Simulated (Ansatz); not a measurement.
The relaxation started from an entry of Materials Project.

One stationary structure of Rb₂TlRhF₆. Level of theory: r2SCAN (plane waves to 500 eV, PAW, scalar-relativistic; Ansatz, an electronic-structure program).

```
CELL_PARAMETERS angstrom
      0.00000     4.54760     4.54760
      4.54760     0.00000     4.54760
      4.54760     4.54760     0.00000
ATOMIC_POSITIONS crystal
  Rb 0.25000 0.25000 0.25000
  Rb 0.75000 0.75000 0.75000
  Tl 0.50000 0.50000 0.50000
  Rh 0.00000 0.00000 0.00000
  F  0.21832 0.21832 0.78168
  F  0.78168 0.78168 0.21832
  F  0.78168 0.21832 0.21832
  F  0.21832 0.78168 0.78168
  F  0.21832 0.78168 0.21832
  F  0.78168 0.21832 0.78168
```

**Question.** Find the space group and the Wyckoff positions (tolerance 0.01 Å).

**Answer.** Space group Fm-3m (No. 225); a = b = c = 9.095 Å, α = β = γ = 90.00°

| atom | site | symmetry | x | y | z |
|---|---|---|---|---|---|
| Rb | 8c | -43m | 0.2500 | 0.2500 | 0.2500 |
| Tl | 4b | m-3m | 0.5000 | 0.5000 | 0.5000 |
| Rh | 4a | m-3m | 0.0000 | 0.0000 | 0.0000 |
| F | 24e | 4m.m | 0.0000 | 0.0000 | 0.2183 |

**Question.** Give the shortest distances between elements (the closest pairs, up to four, under 3.6 Å).

**Answer.** F–Rh 1.99 Å; F–Tl 2.56 Å; F–F 2.81 Å; F–Rb 3.23 Å.

```yaml
volume_per_atom: 18.81 Å³
band_gap: 2.57 eV, indirect (valence top at X, conduction bottom at k = (0, 0.1667, -0.3333)) (no spin-orbit coupling)
smallest_direct_gap: 2.62 eV at k = (0, 0.1667, -0.3333)
```

No spin polarisation in the result. Without spin-orbit coupling the bands of the heavy element are not split, so the gap can be far off.

The run could not lose the symmetry of its start.
